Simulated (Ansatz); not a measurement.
The calculation used DFT PBE, scalar-relativistic, plane waves, PAW (Ansatz). All cells share a 420 eV cutoff and Γ-centred k meshes spaced at most about 0.3 Å⁻¹ (about 0.25 or finer for metals, 2π included). Collinear spin in cells that started with moments and kept them past the coarse steps, no spin elsewhere.

These are static total energies at zero pressure. All come from trial cells, and lower structures may exist.

Task: Order these relaxed structures of Mg₃NbO₂ by energy, lowest first, with the energy over the lowest of them.
A.

Space group P6/mmm (No. 191). a = 5.867 Å, b = 5.867 Å, c = 2.750 Å, α = 90.00°, β = 90.00°, γ = 120.00°
```json
{"atom": "Mg", "site": "3g", "symmetry": "mmm", "x": "0.5000", "y": "0.0000", "z": "0.5000"}
{"atom": "Nb", "site": "1a", "symmetry": "6/mmm", "x": "0.0000", "y": "0.0000", "z": "0.0000"}
{"atom": "O", "site": "2c", "symmetry": "-6m2", "x": "0.3333", "y": "0.6667", "z": "0.0000"}
```

B.

Space group P6/mmm (No. 191). a = 6.558 Å, b = 6.558 Å, c = 3.120 Å, α = 90.00°, β = 90.00°, γ = 120.00°
| atom | site | symmetry | x | y | z |
| --- | --- | --- | --- | --- | --- |
| Mg | 3g | mmm | 0.5000 | 0.0000 | 0.5000 |
| Nb | 1b | 6/mmm | 0.0000 | 0.0000 | 0.5000 |
| O | 2d | -6m2 | 0.3333 | 0.6667 | 0.5000 |

C.

Space group P4/mmm (No. 123). a = 2.822 Å, b = 2.822 Å, c = 10.763 Å, α = 90.00°, β = 90.00°, γ = 90.00°
| atom | site | symmetry | x | y | z |
| --- | --- | --- | --- | --- | --- |
| Mg | 2g | 4mm | 0.0000 | 0.0000 | 0.7288 |
| Mg | 1d | 4/mmm | 0.5000 | 0.5000 | 0.5000 |
| Nb | 1a | 4/mmm | 0.0000 | 0.0000 | 0.0000 |
| O | 2h | 4mm | 0.5000 | 0.5000 | 0.8876 |

D.

Space group R-3m:H (No. 166). a = 7.362 Å, b = 7.362 Å, c = 11.111 Å, α = 90.00°, β = 90.00°, γ = 120.00°
| atom | site | symmetry | x | y | z |
| --- | --- | --- | --- | --- | --- |
| Mg | 9d | .2/m | 0.8333 | 0.1667 | 0.1667 |
| Nb | 3a | -3m | 0.0000 | 0.0000 | 0.0000 |
| O | 6c | 3m | 0.3333 | 0.6667 | 0.8417 |

Result: A (0 meV/atom), C (129 meV/atom), B (451 meV/atom), D (474 meV/atom). Forms: A P6/mmm, no spin; C P4/mmm, no spin; B P6/mmm, moments up to 2.1 μB; D R-3m, no spin. Counting O atoms around Mg and Nb (those within 1.25 times the shortest such distance or 1.15 times the sum of covalent radii; the shortest distance is added where it is long for a bond; a slash parts the counts of unlike sites): A has Mg 4, Nb 6 from 3.4 Å; C has Mg 4 from 2.6 Å/2+8 from 4.2 Å, Nb 8; B has Mg 2, Nb 6 from 3.8 Å; D has Mg 2, Nb 2.

In P6/mmm at 13.7 Å³/atom, P4/mmm, R-3m an odd number of electrons in the primitive cell allows no gap without spin; a larger cell or a magnetic state could open one. A magnetic state wasn't ruled out in cells without spin, among them P6/mmm at 13.7 Å³/atom, R-3m. Another magnetic order may lie lower. Cells relaxed within their symmetry can be saddle points. Some types were kept out of the candidates beforehand, so the set may lack a known form.
